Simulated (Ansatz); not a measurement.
Na$_{2}$AgAsF$_{6}$: kick along a soft mode, then relaxed

Level of theory: DFT PBE+D3(BJ), scalar-relativistic, plane waves, PAW (Ansatz). Cutoff 420 eV, Γ-centred 6×6×6 k-points, Gaussian smearing of 0.05 eV. No spin polarisation. Energies are free energies at this smearing, counted from the undisturbed cell; pressure is positive in compression.

The starting cell (relaxed at this level; it needn't be the usual structure):

```
CELL_PARAMETERS angstrom
0.00000 4.38766 4.38766
4.38766 0.00000 4.38766
4.38766 4.38766 0.00000
ATOMIC_POSITIONS crystal
Na 0.75000 0.75000 0.75000
Na 0.25000 0.25000 0.25000
Ag 0.50000 0.50000 0.50000
As 0.00000 0.00000 0.00000
F 0.76765 0.23235 0.23235
F 0.23235 0.23235 0.76765
F 0.23235 0.76765 0.76765
F 0.23235 0.76765 0.23235
F 0.76765 0.23235 0.76765
F 0.76765 0.76765 0.23235
```

The atoms are moved along a zone-centre mode of 123i cm⁻¹ (Å):

```tsv
atom	ux	uy	uz
Na1	0.000	0.000	0.150
Na2	0.000	0.000	0.150
Ag3	0.000	0.000	0.012
As4	0.000	0.000	-0.014
F5	0.000	0.000	-0.099
F6	0.000	0.000	0.011
F7	0.000	0.000	-0.099
F8	0.000	0.000	-0.099
F9	0.000	0.000	-0.099
F10	0.000	0.000	0.011
```

Cell and atoms are then relaxed.

Task: Does the relaxation return to the undisturbed structure?

Result: No. It ends 52.8 meV/atom below it. The final space group reads I4mm (tolerance 0.01 Å) and the volume changes by 1.94 %.

Final structure:

```yaml
crystal:
  lattice:
    - [0.00000, 4.39016, 4.46780]
    - [4.39016, 0.00000, 4.46780]
    - [4.39016, 4.39016, 0.00000]
  atoms:
    - { symbol: Na, position: [0.84392, 0.84392, 0.65608] }
    - { symbol: Na, position: [0.34392, 0.34392, 0.15608] }
    - { symbol: Ag, position: [0.50536, 0.50536, 0.49464] }
    - { symbol: As, position: [0.98722, 0.98722, 0.01278] }
    - { symbol: F, position: [0.72251, 0.18602, 0.27749] }
    - { symbol: F, position: [0.22700, 0.22700, 0.77300] }
    - { symbol: F, position: [0.18602, 0.72251, 0.81398] }
    - { symbol: F, position: [0.18602, 0.72251, 0.27749] }
    - { symbol: F, position: [0.72251, 0.18602, 0.81398] }
    - { symbol: F, position: [0.76668, 0.76668, 0.23332] }
```

The relaxation, step by step (energy from the first step; small jumps at an unchanged geometry come where the plane waves are selected anew for the new cell):

```
step  ΔE (meV/atom) largest force component (eV/Å) pressure (GPa)
   1            0.0                           0.183           -0.05
   2           -7.1                           0.239           -0.07
   3          -19.8                           0.268           -0.12
   4          -38.8                           0.886           -1.57
   5          -45.2                           0.238            1.46
   6          -46.6                           0.052           -0.14
   7          -46.8                           0.087           -0.11
   8          -46.9                           0.069           -0.04
   9          -47.0                           0.028            0.01
  10          -47.0                           0.011            0.01
  11          -47.0                           0.007            0.00
  12          -47.8                           0.007            0.10
  13          -47.8                           0.009            0.02
  14          -47.8                           0.006           -0.01
  15          -47.9                           0.006            0.00
```

Frames along the relaxation (Å, eV/Å):

```xyz
10
Lattice="0.000 4.388 4.388 4.388 0.000 4.388 4.388 4.388 0.000" Properties=species:S:1:pos:R:3:forces:R:3 pbc="T T T" step=1
Na    6.581    6.581    6.731    0.000    0.000    0.183
Na    2.194    2.194    2.344    0.000    0.000    0.183
Ag    4.388    4.388    4.399    0.000    0.000    0.070
As    0.000    0.000   -0.014    0.000    0.000   -0.063
F     2.039    4.388    4.288   -0.014    0.000   -0.097
F     4.388    4.388    2.050    0.000    0.000    0.015
F     6.736    4.388    4.288    0.014    0.000   -0.097
F     4.388    2.039    4.288    0.000   -0.014   -0.097
F     4.388    6.736    4.288    0.000    0.014   -0.097
F     4.388    4.388    6.747    0.000    0.000    0.000
10
Lattice="0.000 4.393 4.413 4.393 0.000 4.413 4.393 4.393 0.000" Properties=species:S:1:pos:R:3:forces:R:3 pbc="T T T" step=3
Na    6.589    6.589    7.072    0.000    0.000    0.268
Na    2.196    2.196    2.659    0.000    0.000    0.268
Ag    4.393    4.393    4.378    0.000    0.000    0.152
As    0.000    0.000   -0.077    0.000    0.000    0.136
F     2.039    4.393    4.218    0.024    0.000   -0.235
F     4.393    4.393    1.999    0.000    0.000    0.041
F     6.747    4.393    4.218   -0.024    0.000   -0.235
F     4.393    2.039    4.218    0.000    0.024   -0.235
F     4.393    6.747    4.218    0.000   -0.024   -0.235
F     4.393    4.393    6.735    0.000    0.000    0.075
10
Lattice="0.000 4.387 4.494 4.387 0.000 4.494 4.387 4.387 0.000" Properties=species:S:1:pos:R:3:forces:R:3 pbc="T T T" step=4
Na    6.581    6.581    7.407    0.000    0.000    0.222
Na    2.194    2.194    2.913    0.000    0.000    0.222
Ag    4.387    4.387    4.584    0.000    0.000    0.115
As    0.000    0.000   -0.021    0.000    0.000   -0.886
F     2.036    4.387    4.105   -0.139    0.000    0.073
F     4.387    4.387    2.113    0.000    0.000   -0.085
F     6.738    4.387    4.105    0.139    0.000    0.073
F     4.387    2.036    4.105    0.000   -0.139    0.073
F     4.387    6.738    4.105    0.000    0.139    0.073
F     4.387    4.387    6.949    0.000    0.000    0.121
10
Lattice="0.000 4.380 4.485 4.380 0.000 4.485 4.380 4.380 0.000" Properties=species:S:1:pos:R:3:forces:R:3 pbc="T T T" step=6
Na    6.570    6.570    7.542    0.000    0.000    0.025
Na    2.190    2.190    3.057    0.000    0.000    0.025
Ag    4.380    4.380    4.554    0.000    0.000   -0.049
As    0.000    0.000   -0.111    0.000    0.000    0.039
F     2.030    4.380    4.084    0.044    0.000   -0.027
F     4.380    4.380    2.031    0.000    0.000    0.018
F     6.730    4.380    4.084   -0.044    0.000   -0.027
F     4.380    2.030    4.084    0.000    0.044   -0.027
F     4.380    6.730    4.084    0.000   -0.044   -0.027
F     4.380    4.380    6.878    0.000    0.000    0.052
10
Lattice="0.000 4.380 4.477 4.380 0.000 4.477 4.380 4.380 0.000" Properties=species:S:1:pos:R:3:forces:R:3 pbc="T T T" step=7
Na    6.570    6.570    7.546    0.000    0.000   -0.001
Na    2.190    2.190    3.069    0.000    0.000   -0.001
Ag    4.380    4.380    4.544    0.000    0.000   -0.017
As    0.000    0.000   -0.105    0.000    0.000   -0.087
F     2.032    4.380    4.062   -0.001    0.000    0.018
F     4.380    4.380    2.037    0.000    0.000   -0.003
F     6.728    4.380    4.062    0.001    0.000    0.018
F     4.380    2.032    4.062    0.000   -0.001    0.018
F     4.380    6.728    4.062    0.000    0.001    0.018
F     4.380    4.380    6.871    0.000    0.000    0.035
10
Lattice="0.000 4.382 4.468 4.382 0.000 4.468 4.382 4.382 0.000" Properties=species:S:1:pos:R:3:forces:R:3 pbc="T T T" step=9
Na    6.573    6.573    7.533    0.000    0.000    0.001
Na    2.191    2.191    3.065    0.000    0.000    0.001
Ag    4.382    4.382    4.528    0.000    0.000   -0.011
As    0.000    0.000   -0.109    0.000    0.000   -0.028
F     2.033    4.382    4.059    0.000    0.000    0.005
F     4.382    4.382    2.029    0.000    0.000    0.015
F     6.730    4.382    4.059    0.000    0.000    0.005
F     4.382    2.033    4.059    0.000    0.000    0.005
F     4.382    6.730    4.059    0.000    0.000    0.005
F     4.382    4.382    6.856    0.000    0.000    0.004
10
Lattice="0.000 4.387 4.462 4.387 0.000 4.462 4.387 4.387 0.000" Properties=species:S:1:pos:R:3:forces:R:3 pbc="T T T" step=10
Na    6.580    6.580    7.526    0.000    0.000    0.001
Na    2.193    2.193    3.065    0.000    0.000    0.001
Ag    4.387    4.387    4.512    0.000    0.000   -0.003
As    0.000    0.000   -0.112    0.000    0.000   -0.004
F     2.035    4.387    4.055   -0.009    0.000   -0.001
F     4.387    4.387    2.025    0.000    0.000    0.011
F     6.738    4.387    4.055    0.009    0.000   -0.001
F     4.387    2.035    4.055    0.000   -0.009   -0.001
F     4.387    6.738    4.055    0.000    0.009   -0.001
F     4.387    4.387    6.841    0.000    0.000   -0.002
10
Lattice="0.000 4.391 4.455 4.391 0.000 4.455 4.391 4.391 0.000" Properties=species:S:1:pos:R:3:forces:R:3 pbc="T T T" step=12
Na    6.587    6.587    7.518    0.000    0.000    0.001
Na    2.196    2.196    3.063    0.000    0.000    0.001
Ag    4.391    4.391    4.501    0.000    0.000   -0.007
As    0.000    0.000   -0.113    0.000    0.000   -0.003
F     2.034    4.391    4.047   -0.001    0.000    0.000
F     4.391    4.391    2.029    0.000    0.000    0.004
F     6.748    4.391    4.047    0.001    0.000    0.000
F     4.391    2.034    4.047    0.000   -0.001    0.000
F     4.391    6.748    4.047    0.000    0.001    0.000
F     4.391    4.391    6.827    0.000    0.000    0.004
10
Lattice="0.000 4.390 4.466 4.390 0.000 4.466 4.390 4.390 0.000" Properties=species:S:1:pos:R:3:forces:R:3 pbc="T T T" step=13
Na    6.585    6.585    7.539    0.000    0.000   -0.002
Na    2.195    2.195    3.073    0.000    0.000   -0.002
Ag    4.390    4.390    4.513    0.000    0.000   -0.003
As    0.000    0.000   -0.114    0.000    0.000   -0.006
F     2.035    4.390    4.058    0.001    0.000    0.000
F     4.390    4.390    2.027    0.000    0.000    0.004
F     6.745    4.390    4.058   -0.001    0.000    0.000
F     4.390    2.035    4.058    0.000    0.001    0.000
F     4.390    6.745    4.058    0.000   -0.001    0.000
F     4.390    4.390    6.846    0.000    0.000    0.009
10
Lattice="0.000 4.390 4.468 4.390 0.000 4.468 4.390 4.390 0.000" Properties=species:S:1:pos:R:3:forces:R:3 pbc="T T T" step=15
Na    6.585    6.585    7.541    0.000    0.000    0.000
Na    2.195    2.195    3.073    0.000    0.000    0.000
Ag    4.390    4.390    4.516    0.000    0.000   -0.001
As    0.000    0.000   -0.114    0.000    0.000   -0.006
F     2.035    4.390    4.059   -0.001    0.000    0.001
F     4.390    4.390    2.028    0.000    0.000    0.002
F     6.745    4.390    4.059    0.001    0.000    0.001
F     4.390    2.035    4.059    0.000   -0.001    0.001
F     4.390    6.745    4.059    0.000    0.001    0.001
F     4.390    4.390    6.851    0.000    0.000    0.003
```

Cost: 1 run of about 3.3 core-minutes, on Intel Xeon Platinum 8581C (Emerald Rapids) (shared hosts).